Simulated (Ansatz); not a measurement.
# How much do the gradients of MgVCrP2O8F2 depend on the method?

Cell: a computed structure from the Materials Project (it need not be an observed phase), taken as it stands.

```
Mg V Cr P O F
1.0
     5.22305    0.00000    0.00000
    -0.67954    5.36516    0.00000
    -2.41910   -2.55409    6.50548
Mg V Cr P O F
1 1 1 2 8 2
Direct
  0.74366 0.39167 0.82273
  0.00915 0.00565 0.00963
  0.00656 0.99570 0.48971
  0.31839 0.64392 0.75614
  0.67269 0.36262 0.23831
  0.62763 0.74644 0.91872
  0.27244 0.80369 0.61611
  0.32004 0.34364 0.65425
  0.83697 0.30986 0.08825
  0.09925 0.65486 0.85971
  0.71073 0.66275 0.34131
  0.76698 0.22834 0.39644
  0.36378 0.24056 0.08940
  0.13365 0.93333 0.26732
  0.88147 0.07472 0.73101
```

Atom numbers follow the list; atoms alike are taken as one site, whose name carries the number of the first.

First run. The numbers come from a DFT calculation in Ansatz (PBE, plane waves and PAW, scalar-relativistic, collinear spin, 420 eV cutoff, Γ-centred 5×5×4 k-points, Fermi–Dirac smearing 0.02 eV). Start moments as typed (μB): 2 on each V, 3 on each Cr, none on the rest.

| site | atom | V_zz (10²¹ V/m²) | η | m (μB) |
| --- | --- | --- | --- | --- |
| Mg | 1 | -1.55 | 0.51 | 0.00 |
| V | 2 | -5.70 | 0.80 | 1.47 |
| Cr | 3 | 3.35 | 0.11 | 2.38 |
| P4 | 4 | -2.32 | 0.50 | 0.00 |
| P5 | 5 | 2.55 | 0.60 | 0.01 |
| O7 | 7 | 10.36 | 0.07 | 0.01 |
| O8 | 8 | 9.45 | 0.60 | 0.00 |
| O9 | 9 | 9.08 | 0.49 | -0.01 |
| O10 | 10 | 9.77 | 0.55 | 0.00 |
| O11 | 11 | 10.59 | 0.29 | 0.01 |
| O12 | 12 | 10.69 | 0.36 | 0.01 |
| O13 | 13 | 9.54 | 0.24 | -0.01 |
| F14 | 14 | 11.49 | 0.52 | 0.03 |
| F15 | 15 | -8.23 | 0.94 | 0.01 |

Second run. The same atoms and settings, except that the functional is r2SCAN and the cutoff is 500 eV.

**Question.** Given the first result, estimate the second.

**Answer.** 

```tsv
site	atom	V_zz	η	change of V_zz	m (μB)
Mg	1	-1.49	0.51	+0.06	0.00
V	2	-6.22	0.69	-0.52	1.51
Cr	3	3.47	0.17	+0.12	2.42
P4	4	-2.47	0.53	-0.15	0.00
P5	5	2.71	0.56	+0.16	0.01
O7	7	10.49	0.06	+0.13	0.01
O8	8	9.67	0.56	+0.22	0.00
O9	9	9.27	0.49	+0.19	-0.01
O10	10	9.98	0.54	+0.21	0.00
O11	11	10.77	0.28	+0.18	0.01
O12	12	10.81	0.36	+0.12	0.01
O13	13	9.75	0.23	+0.21	-0.01
F14	14	11.23	0.49	-0.26	0.03
F15	15	-7.92	0.95	+0.31	0.01
```

The largest change of V_zz is on V, from -5.70 to -6.22. In per cent, |V_zz| changes by -4 on Mg, +9 on V, +4 on Cr, +6 on P, +1 to +2 on O, -4 to -2 on F (all sites that start above 0.5). The table leaves out 1 of the 15 sites, with |V_zz| up to 10.09; their tensors move by 0.23 at most along any direction. The statements above cover all sites.

The program didn't check the stability of this electronic state in full, so a lower one may lie near. All moments are parallel here, as the start or the cell imposes; many such compounds order antiparallel, where fields and spin densities carried over to other atoms largely cancel. The magnetic order is the one that the run reached from its start moments, not necessarily the measured one.
For the first run: The largest force is 0.8 eV/Å, so the atoms aren't at the calculated equilibrium and relaxing them would move these values. With a gap of 0.2 eV on this mesh, the gradients can still move by some per cent as the k-mesh gets denser.
For the second run: At this cell the r2SCAN pressure is -7 GPa, so with r2SCAN the cell would shrink if it were relaxed. The entry's cell may itself be off. The largest force is 0.4 eV/Å, so the atoms aren't at the calculated equilibrium and relaxing them would move these values.
